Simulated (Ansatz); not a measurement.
LiCl (rock salt)

Space group Fm-3m (No. 225); a = 5.150 Å, b = 5.150 Å, c = 5.150 Å, α = 90.00°, β = 90.00°, γ = 90.00°

```json
[
 {"atom": "Cl", "site": "4a", "symmetry": "m-3m", "x": "0.0000", "y": "0.0000", "z": "0.0000"},
 {"atom": "Li", "site": "4b", "symmetry": "m-3m", "x": "0.5000", "y": "0.5000", "z": "0.5000"}
]
```
(The calculation used a cell of 2 atoms; values per cell refer to that cell.)

The relaxed cell is deformed in two ways at once: its volume V is scaled, and at that volume it is stretched along z (the c axis of the conventional cell) so that c/a changes. Fractional atomic positions are held.

Level of theory: PBE (plane waves to 420 eV, PAW, scalar-relativistic; Ansatz, a first-principles code). k mesh 11×11×11 (Γ-centred), Fermi-Dirac smearing 0.05 eV. Stress and pressure are positive under compression. LiCl was relaxed with its symmetry unable to fall.

Changes of σzz (GPa) from the point V/V₀ = 1.000, (c/a)/(c/a)₀ = 1.000 when one coordinate moves alone (two changes are said to add if the coupling is within 5 % of the smaller one, nearly so within 20 %):

| point | change |
|---|---|
| V/V₀ = 1.000, (c/a)/(c/a)₀ = 0.880 | 4.49 |
| V/V₀ = 1.000, (c/a)/(c/a)₀ = 0.920 | 2.42 |
| V/V₀ = 1.000, (c/a)/(c/a)₀ = 0.960 | 0.98 |
| V/V₀ = 0.920, (c/a)/(c/a)₀ = 1.000 | 3.17 |
| V/V₀ = 0.947, (c/a)/(c/a)₀ = 1.000 | 1.96 |
| V/V₀ = 0.973, (c/a)/(c/a)₀ = 1.000 | 0.91 |
| V/V₀ = 1.027, (c/a)/(c/a)₀ = 1.000 | -0.79 |
| V/V₀ = 1.053, (c/a)/(c/a)₀ = 1.000 | -1.48 |
| V/V₀ = 1.080, (c/a)/(c/a)₀ = 1.000 | -2.07 |
| V/V₀ = 1.000, (c/a)/(c/a)₀ = 1.040 | -0.64 |
| V/V₀ = 1.000, (c/a)/(c/a)₀ = 1.080 | -1.03 |
| V/V₀ = 1.000, (c/a)/(c/a)₀ = 1.120 | -1.25 |

Q: What is the change at V/V₀ = 1.053, (c/a)/(c/a)₀ = 0.880, where both move, and how far is it from the sum?

A: The sum of the single changes is -1.48 + (4.49) = 3.01; the calculation gives 1.83, so the coupling contributes -1.18 (over 20 % of the smaller single change, not additive).

(Under strain, the slope of the energy per volume gives the stress and its curvature an elastic modulus.)
